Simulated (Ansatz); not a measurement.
# Rocksalt alloy of MgO and CdO (4 of 32 Mg sites exchanged), 64 atoms

Ansatz, PAW, plane waves. PBEsol relaxation of volume and atoms (shape held) at the single k point (¼, ¼, ¼) without its symmetry partners; single points on the relaxed atoms at the single k point (¼, ¼, ¼) without its symmetry partners, onto which points of the small cell's zone fold. Arrangement: random. No spin–orbit coupling unless named.

Relaxed structure:

```cif
data_structure
_symmetry_space_group_name_H-M 'P 1'
_symmetry_Int_Tables_number 1
_cell_length_a 8.5838
_cell_length_b 8.5838
_cell_length_c 8.5838
_cell_angle_alpha 90.000
_cell_angle_beta 90.000
_cell_angle_gamma 90.000
_cell_volume 632.46
loop_
_atom_site_label
_atom_site_type_symbol
_atom_site_fract_x
_atom_site_fract_y
_atom_site_fract_z
_atom_site_occupancy
O1 O 0.26344 0.99975 0.99894 1
O2 O 0.25379 0.99962 0.50007 1
O3 O 0.25384 0.49934 0.99982 1
O4 O 0.26338 0.49977 0.50146 1
O5 O 0.73661 0.99920 0.99844 1
O6 O 0.74615 0.99964 0.50010 1
O7 O 0.74620 0.49936 0.99985 1
O8 O 0.73655 0.49923 0.50099 1
O9 O 0.00024 0.26033 0.00406 1
O10 O 0.99976 0.23865 0.49585 1
O11 O 0.00001 0.73652 0.01382 1
O12 O 0.99998 0.76247 0.48610 1
O13 O 0.50020 0.25116 0.01349 1
O14 O 0.49979 0.24782 0.48644 1
O15 O 0.50001 0.74831 0.00375 1
O16 O 0.49998 0.75067 0.49617 1
O17 O 0.00017 0.00089 0.26023 1
O18 O 0.00000 0.01142 0.73633 1
O19 O 0.99984 0.49809 0.23969 1
O20 O 0.00000 0.48756 0.76359 1
O21 O 0.50003 0.99809 0.25071 1
O22 O 0.49987 0.98772 0.74773 1
O23 O 0.49996 0.50089 0.24920 1
O24 O 0.50011 0.51126 0.75219 1
O25 O 0.24831 0.24959 0.25003 1
O26 O 0.23796 0.24937 0.74972 1
O27 O 0.25089 0.74945 0.24996 1
O28 O 0.26106 0.74974 0.75024 1
O29 O 0.75169 0.24939 0.24989 1
O30 O 0.76203 0.24962 0.75021 1
O31 O 0.74910 0.74953 0.24996 1
O32 O 0.73893 0.74924 0.74967 1
Cd1 Cd 0.00003 0.99981 0.99982 1
Cd2 Cd 0.99997 0.49918 0.50010 1
Cd3 Cd 0.99999 0.74949 0.74997 1
Cd4 Cd 0.49999 0.24949 0.74996 1
Mg1 Mg 0.99998 0.00139 0.49747 1
Mg2 Mg 0.00001 0.49759 0.00245 1
Mg3 Mg 0.50003 0.99731 0.00244 1
Mg4 Mg 0.49995 0.99770 0.49718 1
Mg5 Mg 0.50004 0.50128 0.00274 1
Mg6 Mg 0.49997 0.50167 0.49748 1
Mg7 Mg 0.25024 0.25147 0.00254 1
Mg8 Mg 0.25021 0.24751 0.49745 1
Mg9 Mg 0.25467 0.74732 0.00250 1
Mg10 Mg 0.25464 0.75174 0.49748 1
Mg11 Mg 0.74979 0.25147 0.00246 1
Mg12 Mg 0.74975 0.24751 0.49737 1
Mg13 Mg 0.74535 0.74724 0.00244 1
Mg14 Mg 0.74532 0.75166 0.49743 1
Mg15 Mg 0.25217 0.99963 0.25165 1
Mg16 Mg 0.25273 0.99962 0.74744 1
Mg17 Mg 0.25217 0.49943 0.24827 1
Mg18 Mg 0.25274 0.49944 0.75250 1
Mg19 Mg 0.74782 0.99955 0.25165 1
Mg20 Mg 0.74725 0.99954 0.74741 1
Mg21 Mg 0.74782 0.49935 0.24826 1
Mg22 Mg 0.74726 0.49936 0.75247 1
Mg23 Mg 0.00000 0.24949 0.24996 1
Mg24 Mg 0.99999 0.24949 0.74996 1
Mg25 Mg 0.99999 0.74949 0.24996 1
Mg26 Mg 0.50000 0.24949 0.24996 1
Mg27 Mg 0.50000 0.74949 0.24996 1
Mg28 Mg 0.49999 0.74949 0.74996 1
```

(1) What are the mean bond lengths by pair (pairs within 1.2 times the sum of covalent radii, less contacts 15 % beyond the pair's median; cation–cation pairs of compounds aside; long ionic contacts are cut short by that bound)?

(2) What gap lies between the top filled and the lowest empty level in the single points?

## Answers

(1) Cd–O 2.253 ± 0.011 Å (standard deviation, 24 bonds); Mg–O 2.132 ± 0.043 Å (standard deviation, 168 bonds).

(2) HSE06 5.80 eV (8.8 min on 8 threads of Neoverse-N1). Away from Γ this isn't the crystal's band gap.
